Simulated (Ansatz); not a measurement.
A generator proposed this cell of Cd₃NiO.

```yaml
crystal:
  lattice:
    - [4.45806, 0.00000, 0.00000]
    - [-2.22903, 3.86079, 0.00000]
    - [0.00000, 0.00000, 6.38688]
  atoms:
    - { symbol: Cd, position: [0.50000, 0.00000, 0.50000] }
    - { symbol: Cd, position: [0.00000, 0.50000, 0.50000] }
    - { symbol: Cd, position: [0.50000, 0.50000, 0.50000] }
    - { symbol: Ni, position: [0.00000, 0.00000, 0.50000] }
    - { symbol: O, position: [0.00000, 0.00000, 0.00000] }
```

Level of theory: Ansatz, DFT PBE, scalar-relativistic, plane waves, PAW. Settings: cutoff 420 eV, Γ-centred mesh 6×6×4 on the computed 5-atom cell, Gaussian smearing of 0.10 eV; collinear spin from starting moments 0.0 0.0 0.0 2.0 0.0 μB.

The zero of energy is the elements' standard structures at the same level (O₂ as a molecule); no fitted shifts are applied.

Task: How far from equilibrium is it?

Result: The pressure is 67.9 GPa (the mean over three directions, positive in compression), the largest force is 0.00 eV/Å (symmetry fixes the atoms), and the energy is +3.19 eV/atom against the elements. The shortest distance is 2.23 Å.

Task: How much does it gain on relaxing, and where does it end?

Result: Relaxing gains about 3.4 eV/atom (the start's value is from the coarse mesh, so the gain is rough) in 30 ionic steps and ends at −0.17 eV/atom on the finer mesh. The symmetry stays P6/mmm (No. 191). The volume per atom shrinks by 7.3 %, from 22.0 to 20.4 Å³. The shortest distance goes from 2.23 Å (Cd–Ni and Cd–Cd) to 1.73 Å (Ni–O). The ratio c/a of the conventional cell changes by a factor of 0.41. Conventional cell: a = 5.832 Å, c = 3.462 Å. Around Cd lie 2 Ni at 2.92 Å, 4 Cd at 2.92 Å, 4 O at 3.39 Å and 2 Cd at 3.46 Å; Ni is surrounded by 2 O at 1.73 Å and 6 Cd at 2.92 Å; O is surrounded by 2 Ni at 1.73 Å and 12 Cd at 3.39 Å.

The last run used collinear spin, a 6×6×12 mesh (in the run's order of axes) for its 5-atom cell and Gaussian smearing of 0.10 eV. No Hubbard U is applied to the 3d shell of Ni. The magnetic state reached may not be the lowest. The relaxation can't lower the symmetry of the start. Symmetry constrained the relaxation, so the result can be a saddle point.
